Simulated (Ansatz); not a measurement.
The start is a relaxed TiB2 cell shaken by Gaussian noise of σ = 0.08 Å a coordinate. Cell shape, volume and atoms are optimised at zero target pressure with r2SCAN (plane waves to 500 eV, PAW, scalar-relativistic; Ansatz, a first-principles code). The first steps use a coarse 6×6×5 k-mesh.

Starting cell:
```
TiB2
1.0
    4.51090     0.00000     0.00000
   -2.25545     3.90656     0.00000
    0.00000     0.00000     5.12640
Ti B
3 6
Direct
  0.52183   0.00085   0.51375
  0.97883   0.46525   0.82067
  0.46562   0.51070   0.17482
  0.12650   0.19182   0.50015
  0.78309   0.88590   0.83029
  0.12568   0.90950   0.16357
  0.90318   0.77371   0.47674
  0.20391   0.10389   0.82982
  0.88878   0.12654   0.17100
```

Question: What pressure does the first self-consistent step give?

Answer: +4 GPa (positive: the cell is compressed).

Question: What is the largest force in the starting geometry, and on which atom (counted from 1)?

Answer: About 2.1 eV/Å, on B8 (atoms numbered as listed).

Question: How much energy is released per atom?

Answer: 0.71 eV/atom.

Question: Is the parent structure recovered?

Answer: It does not go back: it reaches P1 (No. 1), 0.67 eV/atom below the parent.

Question: How do the shortest distances between atoms change?

Answer: The closest pairs of elements (up to four, under 3.6 Å), start → end: B–B 1.64 → 1.65 Å; B–Ti 2.21 → 2.21 Å; Ti–Ti 2.61 → 2.89 Å.

Question: What band gap does the relaxed structure have at this level?

Answer: No gap (metallic).

Question: Write out the relaxed structure.

Answer: 
```xyz
9
Lattice="4.3780 0.0000 0.0000 -1.8179 4.1273 0.0000 -0.7716 -2.2681 5.1249" Properties=species:S:1:pos:R:3 pbc="T T T"
Ti     1.7535    -0.7953     2.6473
Ti     1.7663     1.4493     0.6956
Ti    -0.8067     0.8963     4.2217
B      3.9253    -0.9358     2.2387
B     -1.3918     3.5068     0.8733
B      3.1250    -2.0690     4.7184
B      1.5430     1.5660     3.0412
B      1.2623     3.7152     0.8921
B     -0.1156    -1.2059     3.8325
```

Final values are on a 10×10×8 k-mesh of the relaxed cell. No spin polarisation in the result.

The relaxed structure here is a generated cell of TiB2: the first start was made by placing the elements on the sites of a structure type, and the end was not matched to a known phase here, so it may be hypothetical. Known forms of TiB2 include space group No. 191.
